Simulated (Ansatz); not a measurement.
Y$_{2}$CI$_{2}$:
```
Y2CI2
1.0
    3.86360     0.00000     0.00000
   -1.93180     3.34598     0.00000
    0.00000     0.00000    10.56860
Y C I
2 1 2
Direct
  0.33333   0.66667   0.12385
  0.66667   0.33333   0.87615
  0.00000   0.00000   0.00000
  0.33333   0.66667   0.67233
  0.66667   0.33333   0.32767
```

Relaxed with r²SCAN+D4. Special points in fractions of this cell's reciprocal vectors: Γ (0.000, 0.000, 0.000); M (0.500, 0.000, 0.000); K (0.333, 0.333, 0.000); A (0.000, 0.000, 0.500); L (0.500, 0.000, 0.500); H (0.333, 0.333, 0.500).

Problem. List the band energies nearest the valence-band maximum at these points for DFT-r²SCAN+D4 with spin–orbit coupling in the program Ansatz with PAW potentials.

Solution. In eV from the valence-band maximum; about four levels below and three above (degenerate sets whole), none deeper than 8.9 eV; points with the same levels are listed once.

| k | below | above |
|---|---|---|
| Γ | -0.35 -0.35 0.00 0.00 | 2.47 2.47 2.48 2.48 |
| M | -0.74 -0.74 -0.60 -0.60 | 0.57 0.57 3.91 3.91 |
| K | -1.41 -1.41 -0.62 -0.62 | 2.52 2.52 3.01 3.01 |
| A | -0.47 -0.47 -0.07 -0.07 | 2.48 2.48 2.49 2.49 |
| L | -0.75 -0.75 -0.56 -0.56 | 0.63 0.63 3.83 3.83 |
| H | -1.42 -1.42 -0.64 -0.64 | 2.86 2.86 2.99 2.99 |

Space group P-3m1. The workflow started from a Materials Project entry (that database holds measured and hypothetical structures alike); the Crystallography Open Database copy checked does not list it. Its standing as an ambient phase is unchecked. The cell was relaxed with r²SCAN+D4 under the symmetry of its start; its stability against distortions is not shown here. No spin polarisation was allowed.

Potentials: the later of the program's two PAW sets.
